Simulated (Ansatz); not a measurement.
The elements of this relaxed trial crystal are hidden behind letters.

```
lattice vectors (Å)
   1.5111    0.8724    3.8221
  -1.5111    0.8724    3.8221
   0.0000   -1.7449    3.8221
fractional positions
X 0.5000 0.5000 0.5000
Z 0.0000 0.0000 0.0000
```

Theory: DFT PBE, scalar-relativistic, plane waves, PAW (Ansatz). The final run on the 2-atom cell used 420 eV, a Γ-centred 24×24×24 mesh, 0.10 eV smearing and no spin polarisation.

| Property | Result |
| --- | --- |
| Space group | R-3m (No. 166) |
| Conventional cell | a = 3.022 Å, c = 11.466 Å |
| Volume per atom | 15.12 Å³ |
| Density | 6.05 g/cm³ |
| Formation energy | −1.45 eV/atom |
| Gap on the 24×24×24 mesh of the 2-atom cell | 0 eV (a metal) |

Energies are uncorrected and count from the elements' standard states at the same level.

Question: X is a d-block element of period 5 and Z is a p-block element of period 2. Which elements are they?

Answer: X = Zr, Z = F, so the formula is ZrF. Density times volume gives a mean mass of 6.05 × 15.12/1.6605 = 55.1 u per atom, and this set has 55.1 u. Zr is surrounded by 6 F at 2.59 Å and 6 Zr at 3.02 Å; around F lie 6 Zr at 2.59 Å and 6 F at 3.02 Å. Other sets within the hints have nearly the same mass, so mass alone doesn't settle it; this one was computed.

An odd number of electrons in the primitive cell allows no gap without spin; a larger cell or a magnetic state could open one. Symmetry constrained the relaxation, so the result can be a saddle point. Another cell of ZrF relaxed alike, in P4/nmm, lies 0.69 eV/atom lower, so this cell isn't the stable form at this level.
